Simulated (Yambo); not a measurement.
Na$_{3}$MoO$_{3}$F$_{3}$ (space group R3, No. 146): the exchange self-energy on PBEsol orbitals (Yambo, 2×2×2 mesh) holds the Coulomb divergence, which is integrated with random points (RandQpts).

```json
[
 {"random points": "1,000", "exchange-only gap L → Z (eV)": "15.05", "shift of the valence edge (eV)": "-5.46", "gap against the reference (meV)": "117"},
 {"random points": "10,000", "exchange-only gap L → Z (eV)": "14.87", "shift of the valence edge (eV)": "-5.21", "gap against the reference (meV)": "-70"},
 {"random points": "100,000", "exchange-only gap L → Z (eV)": "14.95", "shift of the valence edge (eV)": "-5.33", "gap against the reference (meV)": "17"},
 {"random points": "1,000,000", "exchange-only gap L → Z (eV)": "14.93", "shift of the valence edge (eV)": "-5.31", "gap against the reference (meV)": "-2"},
 {"random points": "5,000,000", "exchange-only gap L → Z (eV)": "14.93", "shift of the valence edge (eV)": "-5.31", "gap against the reference (meV)": "reference"}
]
```

From 100,000 points on, the gap stays within 20 meV of the run with most points. The error is statistical; each row is a single draw, so the rows fix no rate of convergence.

Spin-orbit coupling is not included.

Geometry of the Materials Project entry, not relaxed at this level; primitive cell a = 5.806 Å, b = 5.806 Å, c = 5.806 Å, α = 57.29°, β = 57.29°, γ = 57.29°.

A shift is the quasiparticle energy of the state minus its PBEsol energy.
